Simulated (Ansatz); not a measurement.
**Squeezing Os (sc type)**

```yaml
crystal:
  lattice:
    - [2.51676, 0.00000, 0.00000]
    - [0.00000, 2.51676, 0.00000]
    - [0.00000, 0.00000, 2.51676]
  atoms:
    - { symbol: Os, position: [0.00000, 0.00000, 0.00000] }
```

The cell comes from a relaxation on PAW files under the same functional, begun from a prototype that needn't be the stable phase.

Its volume is scaled at fixed shape and fractional positions.

All numbers are LDA results (scalar-relativistic) from Ansatz 0.2.0, with a Γ-centred 17×17×17 k mesh, Fermi–Dirac smearing of 0.05 eV, no spin polarisation. Methods: LAPW: all electrons, basis error target 1 meV/atom; PAW: frozen-core files, cutoff 420 eV; crystal datasets: all electrons, by PAW datasets that the program makes for each cell; norm-conserving: pseudopotentials, cutoff 1007 eV; PAW (core large): files with a larger core, cutoff 420 eV.

Energies are extrapolated to zero smearing and count from the unscaled cell; pressure is positive in compression; gaps take the mesh and a band path. No temperature or zero-point motion is included.

Spin–orbit coupling is left out, which matters for the heavy atoms. The PAW files were made under PBE. The structure type is held throughout; the real material can change phase at far lower pressure.

```tsv
V/V0	V (Å³/atom)	P LAPW (GPa)	ΔE LAPW (eV/atom)	P PAW − LAPW (GPa)	ΔE PAW − LAPW (meV/atom)
1.00	15.94	-0.01	0.000	0.00	0.0
0.92	14.67	31.1	0.114	0.06	0.3
0.84	13.39	?	?	?	?
0.76	12.12	157.1	1.456	0.44	3.6
0.68	10.84	282.9	3.165	0.85	8.7
0.60	9.56	493.8	6.182	1.46	17.9
0.52	8.29	864.0	11.438	2.64	33.7
0.45	7.17	1446	19.285	4.82	59.0
```

(1) Fit the Vinet equation to the LAPW pressures shown (residuals weighted by 1/(|P| + 0.03·Pmax)), and predict the pressure of the withheld row.

(2) At the smallest volume, how far do crystal datasets and norm-conserving and PAW (core large) lie from LAPW in pressure?

(3) How do the Löwdin populations by LAPW change from the unscaled cell to the last row?

## Answers

(1) The fit gives V0 = 15.95 Å³/atom, B0 = 292 GPa and B0′ = 5.02. At 13.39 Å³/atom, x = (V/V0)^(1/3) = 0.9433, and P = 3·B0·(1 − x)/x²·exp[1.5·(B0′ − 1)·(1 − x)] = 78.7 GPa. The run itself gave 79.8 GPa (-1.4 % off) and ΔE = 0.539 eV/atom.

(2) crystal datasets: 0.00 GPa; norm-conserving: -6.88 GPa; PAW (core large): +4.82 GPa, on a LAPW pressure of 1446 GPa.

(3) Os 5s 1.97 → 1.87, Os 6s 0.97 → 0.70, Os 5p 5.99 → 5.91, Os 5d 6.95 → 7.41 electrons an atom. These are projections on the shells that the free atoms fill; 0.12 e a cell lies outside them at the start and 0.12 e at the end.
